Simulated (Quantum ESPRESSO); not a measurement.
Ru2Ta4AuZr, finding a planted mistake in a log

Computed values, not a measurement. The program is pw.x of Quantum ESPRESSO 7.5 (plane-wave density functional theory). The cell is made up: eight metal atoms on a face-centred cubic lattice, with elements, volume, strain and displacements drawn at random and not relaxed, so it may be unstable or far from any real phase. PseudoDojo standard norm-conserving files set the functional (PBE unless stated); there is no spin polarisation or spin-orbit coupling, the Fermi-Dirac width of 0.25 eV means electrons at about 2900 K, and the masses in the input are unused placeholders. Heavy elements are run without spin-orbit coupling, which real alloys of them have. A spin test at this wide smearing found no moment, but such smearing suppresses magnetism that the real alloy may have.

Intended input:

```
&control calculation='scf', pseudo_dir='./dojo.nc.sr.pbe.v0_5.standard.upf', outdir='./o', disk_io='minimal', tprnfor=.true., tstress=.true. /
&system ibrav=0, nat=8, ntyp=4, nbnd=76, ecutwfc=84.00895049, nosym=.true., tot_charge=0,
 occupations='smearing', smearing='fd', degauss=0.0183746611
/
&electrons conv_thr=1.470e-08, electron_maxstep=70, mixing_beta=0.5 /
ATOMIC_SPECIES
Au 1.0 Au.upf
Ru 1.0 Ru.upf
Ta 1.0 Ta.upf
Zr 1.0 Zr.upf
CELL_PARAMETERS angstrom
0.0 -2.0313 -2.0313
-4.0625 2.0313 -2.0313
6.0938 6.0938 -4.0625
ATOMIC_POSITIONS angstrom
Ru -0.053 0.0191 -0.1428
Ta -0.0748 2.0923 -1.857
Au -0.1227 4.1043 -4.1666
Zr 3.9922 4.0439 -4.0392
Ta -2.0502 0.0246 -1.9459
Ta -1.9214 2.1558 -4.0596
Ru 2.1398 2.1577 -4.1325
Ta 2.104 4.0416 -6.0896
K_POINTS automatic
8 5 3 1 1 1
```

The log is shortened where brackets say so; the opening notice, blank lines, dates and the lines on written files are dropped, and the path of the files is cut. It prints rydbergs, bohrs and kilobars, and counts compression as positive stress. Its total energy is the free energy E - TS of the whole cell.

Log of the intended run:

```
     Program PWSCF v.7.5
     Parallel version (MPI & OpenMP), running on       4 processor cores
     Number of MPI processes:                 4
     Threads/MPI process:                     1
     [start-up lines left out]
     bravais-lattice index     =            0
     lattice parameter (alat)  =       5.4286  a.u.
     unit-cell volume          =     904.9490 (a.u.)^3
     number of atoms/cell      =            8
     number of atomic types    =            4
     number of electrons       =       115.00
     number of Kohn-Sham states=           76
     kinetic-energy cutoff     =      84.0090  Ry
     charge density cutoff     =     336.0358  Ry
     scf convergence threshold =      1.5E-08
     mixing beta               =       0.5000
     number of iterations used =            8  plain     mixing
     Exchange-correlation= PBE
                           (   1   4   3   4   0   0   0)
     [axes and pseudopotential details left out]
   Cartesian axes
     site n.     atom                  positions (alat units)
         1        Ru     tau(   1) = (  -0.0184496   0.0066488  -0.0497095  )
         2        Ta     tau(   2) = (  -0.0260383   0.7283412  -0.6464320  )
         3        Au     tau(   3) = (  -0.0427125   1.4287296  -1.4504165  )
         4        Zr     tau(   4) = (   1.3897069   1.4077040  -1.4060679  )
         5        Ta     tau(   5) = (  -0.7136860   0.0085634  -0.6773786  )
         6        Ta     tau(   6) = (  -0.6688500   0.7504459  -1.4131692  )
         7        Ru     tau(   7) = (   0.7448762   0.7511073  -1.4385461  )
         8        Ta     tau(   8) = (   0.7324141   1.4069033  -2.1198235  )
     number of k points=    60  Fermi-Dirac smearing, width (Ry)=  0.0184
                       cart. coord. in units 2pi/alat
        k(    1) = (  -0.0092066   0.0173102  -0.1056985), wk =   0.0333333
        k(    2) = (  -0.1270617  -0.1005420   0.0121537), wk =   0.0333333
     [further k points left out]
     Dense  grid:    94153 G-vectors     FFT dimensions: (  32,  60, 108)
     Estimated max dynamical RAM per process >     387.52 MB
     Estimated total dynamical RAM >       1.45 GB
     Initial potential from superposition of free atoms
     starting charge     114.9923, renormalised to     115.0000
     Starting wfcs are   80 randomized atomic wfcs
     total cpu time spent up to now is        7.0 secs
     per-process dynamical memory:   304.1 Mb
     Self-consistent Calculation
     iteration #  1     ecut=    84.01 Ry     beta= 0.50
     Davidson diagonalization with overlap
     ethr =  1.00E-02,  avg # of iterations =  3.0
     total cpu time spent up to now is       24.4 secs
     total energy              =   -1317.96098112 Ry
     estimated scf accuracy    <       7.46943703 Ry
     iteration #  2     ecut=    84.01 Ry     beta= 0.50
     Davidson diagonalization with overlap
     ethr =  6.50E-03,  avg # of iterations =  3.9
     total cpu time spent up to now is       44.9 secs
     total energy              =   -1313.08056924 Ry
     estimated scf accuracy    <     159.79574652 Ry
     [iterations 3 to 19 left out]
     iteration # 20     ecut=    84.01 Ry     beta= 0.50
     Davidson diagonalization with overlap
     ethr =  1.93E-10,  avg # of iterations =  1.4
     total cpu time spent up to now is      317.4 secs
     total energy              =   -1322.70966269 Ry
     estimated scf accuracy    <       0.00000008 Ry
     iteration # 21     ecut=    84.01 Ry     beta= 0.50
     Davidson diagonalization with overlap
     ethr =  7.23E-11,  avg # of iterations =  1.6
     total cpu time spent up to now is      332.0 secs
     End of self-consistent calculation
     [lines on levels left out]
!    total energy              =   -1322.70966269 Ry
     estimated scf accuracy    <          4.9E-09 Ry
     smearing contrib. (-TS)   =      -0.12921309 Ry
     internal energy E=F+TS    =   -1322.58044960 Ry
     The total energy is F=E-TS. E is the sum of the following terms:
     one-electron contribution =    -285.41023960 Ry
     hartree contribution      =     208.78981191 Ry
     xc contribution           =    -259.32690192 Ry
     ewald contribution        =    -986.63312000 Ry
     convergence has been achieved in  21 iterations
     Forces acting on atoms (cartesian axes, Ry/au):
     atom    1 type  2   force =     0.03510786   -0.00694379    0.00993566
     atom    2 type  3   force =     0.07166734    0.02711746   -0.03594960
     atom    3 type  1   force =     0.07503459   -0.01349041    0.04326284
     atom    4 type  4   force =     0.08622539   -0.01452235    0.00370952
     atom    5 type  3   force =    -0.03039951    0.03358343   -0.04101757
     atom    6 type  3   force =    -0.06289768   -0.01873787    0.01354497
     atom    7 type  2   force =    -0.09272543   -0.01535194    0.00537469
     atom    8 type  3   force =    -0.08201256    0.00834546    0.00113950
     Total force =     0.218567     Total SCF correction =     0.000261
     Computing stress (Cartesian axis) and pressure
          total   stress  (Ry/bohr**3)                   (kbar)     P=      153.07
   0.00095091   0.00005126   0.00004072          139.88        7.54        5.99
   0.00005126   0.00119257   0.00015253            7.54      175.43       22.44
   0.00004072   0.00015253   0.00097815            5.99       22.44      143.89
     init_run     :      6.73s CPU      6.95s WALL (       1 calls)
     electrons    :    318.88s CPU    324.95s WALL (       1 calls)
     forces       :      2.66s CPU      2.67s WALL (       1 calls)
     stress       :      8.56s CPU      8.74s WALL (       1 calls)
     [timing details left out]
     PWSCF        :   5m36.94s CPU   5m43.45s WALL
     JOB DONE.
```

A second run was made from an input with one planted mistake. Its log:

```
     Program PWSCF v.7.5
     Parallel version (MPI & OpenMP), running on       4 processor cores
     Number of MPI processes:                 4
     Threads/MPI process:                     1
     [start-up lines left out]
     bravais-lattice index     =            0
     lattice parameter (alat)  =       5.4286  a.u.
     unit-cell volume          =     904.9490 (a.u.)^3
     number of atoms/cell      =            8
     number of atomic types    =            4
     number of electrons       =       115.00
     number of Kohn-Sham states=           76
     kinetic-energy cutoff     =      84.0090  Ry
     charge density cutoff     =     336.0358  Ry
     scf convergence threshold =      1.5E-08
     mixing beta               =       0.5000
     number of iterations used =            8  plain     mixing
     Exchange-correlation= PBE
                           (   1   4   3   4   0   0   0)
     [axes and pseudopotential details left out]
   Cartesian axes
     site n.     atom                  positions (alat units)
         1        Ru     tau(   1) = (  -0.0184496   0.0066488  -0.0497095  )
         2        Ta     tau(   2) = (  -0.0260383   0.7283412  -0.6464320  )
         3        Au     tau(   3) = (  -0.0427125   1.4287296  -1.4504165  )
         4        Zr     tau(   4) = (   1.3897069   1.4077040  -1.4060679  )
         5        Ta     tau(   5) = (  -0.7136860   0.0085634  -0.6773786  )
         6        Ta     tau(   6) = (  -0.6688500   0.7504459  -1.4131692  )
         7        Ru     tau(   7) = (   0.7448762   0.7789558  -1.4385461  )
         8        Ta     tau(   8) = (   0.7324141   1.4069033  -2.1198235  )
     number of k points=    60  Fermi-Dirac smearing, width (Ry)=  0.0184
                       cart. coord. in units 2pi/alat
        k(    1) = (  -0.0092066   0.0173102  -0.1056985), wk =   0.0333333
        k(    2) = (  -0.1270617  -0.1005420   0.0121537), wk =   0.0333333
     [further k points left out]
     Dense  grid:    94153 G-vectors     FFT dimensions: (  32,  60, 108)
     Estimated max dynamical RAM per process >     387.52 MB
     Estimated total dynamical RAM >       1.45 GB
     Initial potential from superposition of free atoms
     starting charge     114.9923, renormalised to     115.0000
     Starting wfcs are   80 randomized atomic wfcs
     total cpu time spent up to now is        7.0 secs
     per-process dynamical memory:   311.4 Mb
     Self-consistent Calculation
     iteration #  1     ecut=    84.01 Ry     beta= 0.50
     Davidson diagonalization with overlap
     ethr =  1.00E-02,  avg # of iterations =  2.9
     total cpu time spent up to now is       24.7 secs
     total energy              =   -1317.97179268 Ry
     estimated scf accuracy    <       7.45037666 Ry
     iteration #  2     ecut=    84.01 Ry     beta= 0.50
     Davidson diagonalization with overlap
     ethr =  6.48E-03,  avg # of iterations =  3.8
     total cpu time spent up to now is       45.3 secs
     total energy              =   -1313.15176110 Ry
     estimated scf accuracy    <     158.38977118 Ry
     [iterations 3 to 19 left out]
     iteration # 20     ecut=    84.01 Ry     beta= 0.50
     Davidson diagonalization with overlap
     ethr =  2.12E-10,  avg # of iterations =  1.2
     total cpu time spent up to now is      319.3 secs
     total energy              =   -1322.70628486 Ry
     estimated scf accuracy    <       0.00000009 Ry
     iteration # 21     ecut=    84.01 Ry     beta= 0.50
     Davidson diagonalization with overlap
     ethr =  7.83E-11,  avg # of iterations =  1.4
     total cpu time spent up to now is      333.8 secs
     End of self-consistent calculation
     [lines on levels left out]
!    total energy              =   -1322.70628486 Ry
     estimated scf accuracy    <          4.0E-09 Ry
     smearing contrib. (-TS)   =      -0.12839391 Ry
     internal energy E=F+TS    =   -1322.57789096 Ry
     The total energy is F=E-TS. E is the sum of the following terms:
     one-electron contribution =    -285.75172816 Ry
     hartree contribution      =     208.96915026 Ry
     xc contribution           =    -259.34106741 Ry
     ewald contribution        =    -986.45424564 Ry
     convergence has been achieved in  21 iterations
     Forces acting on atoms (cartesian axes, Ry/au):
     atom    1 type  2   force =     0.03507789   -0.00682066    0.01022807
     atom    2 type  3   force =     0.07103504    0.02787320   -0.03468049
     atom    3 type  1   force =     0.06773652   -0.00826649    0.04315812
     atom    4 type  4   force =     0.09224281   -0.00998982    0.00440902
     atom    5 type  3   force =    -0.03025274    0.03288573   -0.04136471
     atom    6 type  3   force =    -0.06266716   -0.01773854    0.01227929
     atom    7 type  2   force =    -0.09016371   -0.02935406    0.00865537
     atom    8 type  3   force =    -0.08300864    0.01141064   -0.00268466
     Total force =     0.218515     Total SCF correction =     0.000226
     Computing stress (Cartesian axis) and pressure
          total   stress  (Ry/bohr**3)                   (kbar)     P=      156.46
   0.00098226   0.00006389   0.00005325          144.50        9.40        7.83
   0.00006389   0.00120118   0.00015306            9.40      176.70       22.52
   0.00005325   0.00015306   0.00100731            7.83       22.52      148.18
     init_run     :      6.64s CPU      6.86s WALL (       1 calls)
     electrons    :    321.10s CPU    326.81s WALL (       1 calls)
     forces       :      2.52s CPU      2.54s WALL (       1 calls)
     stress       :      8.74s CPU      8.89s WALL (       1 calls)
     [timing details left out]
     PWSCF        :   5m39.19s CPU   5m45.37s WALL
     JOB DONE.
```

Question: the log repeats what the program read. Compare it with the intended run: what was wrong in the second input?

Answer: one coordinate of one atom is wrong. The input lines that differ:

```
- Ru 2.1398 2.1577 -4.1325
+ Ru 2.1398 2.2377 -4.1325
```

```
                                            intended run  run with the mistake
                          free energy (eV)    -17996.382            -17996.336
         entropy term -TS, part of it (eV)        -1.758                -1.747
                            pressure (GPa)         15.31                 15.65
size of the largest force component (eV/Å)         2.384                 2.372
largest change of a force component (eV/Å)                               0.360
                                iterations            21                    21
```

For scale, a rerun of the intended cell at a higher cutoff and on a denser mesh moved values by no more than 0.006 eV in energy, 0.08 GPa in stress and 0.008 eV/Å in force, and a second program with other atomic files agreed on that cell to 2 % rms in force and 0.5 GPa in pressure.